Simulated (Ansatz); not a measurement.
Trial structure of Si5P, not yet relaxed:

```
Si P
1.0
     5.42715    0.00000    0.00000
    -2.71357    4.70005    0.00000
     0.00000    0.00000    4.09651
Si P
5 1
Direct
  0.33333 0.66667 0.00000
  0.66667 0.33333 0.00000
  0.50000 0.00000 0.50000
  0.50000 0.50000 0.50000
  0.00000 0.50000 0.50000
  0.00000 0.00000 0.00000
```

These are results of DFT PBE, scalar-relativistic, plane waves, PAW (Ansatz 0.2.0), not measurements. Settings: cutoff 420 eV, Γ-centred mesh 6×6×4 on the computed 6-atom cell, Gaussian smearing of 0.10 eV; no spin polarisation.

Energies over the elements count from the elements' standard structures at the same level, with no fitted energy shifts. The references include black phosphorus.

Q: Estimate its pressure, forces and energy as it stands.

A: The pressure is -5.4 GPa (the mean over three directions, positive in compression), the largest force is 0.00 eV/Å (symmetry fixes the atoms), and the energy is +0.79 eV/atom against the elements. The shortest distance is 2.58 Å.

Q: How much does it gain on relaxing, and where does it end?

A: Relaxing gains about 0.12 eV/atom (the start's value is from the coarse mesh, so the gain is rough) in 17 ionic steps and ends at +0.67 eV/atom on the finer mesh. The symmetry stays P6/mmm (No. 191). The volume per atom shrinks by 7.9 %, from 17.4 to 16.0 Å³. The shortest distance goes from 2.58 Å (Si–Si) to 2.42 Å (Si–Si). The ratio c/a of the conventional cell changes by a factor of 1.30. Conventional cell: a = 4.833 Å, c = 4.758 Å. Si on a site of symmetry -6m2 has 9 Si at 2.76–2.79 Å and 3 P at 2.79 Å; Si on a site of symmetry mmm is surrounded by 4 Si at 2.42 Å and 4 Si at 2.76 Å; P has 6 Si at 2.79 Å and 12 Si at 3.39 Å.

The last run used a 12×12×10 mesh (in the run's order of axes) for its 6-atom cell and Gaussian smearing of 0.10 eV. The cell is a metal run without spin; a magnetic state may lie lower. The reference form of P is held partly by dispersion forces, which this level lacks. The relaxation can't lower the symmetry of the start. Symmetry constrained the relaxation, so the result can be a saddle point. Another cell of Si5P relaxed alike, in Amm2, lies 0.54 eV/atom lower, so this cell isn't the stable form at this level.
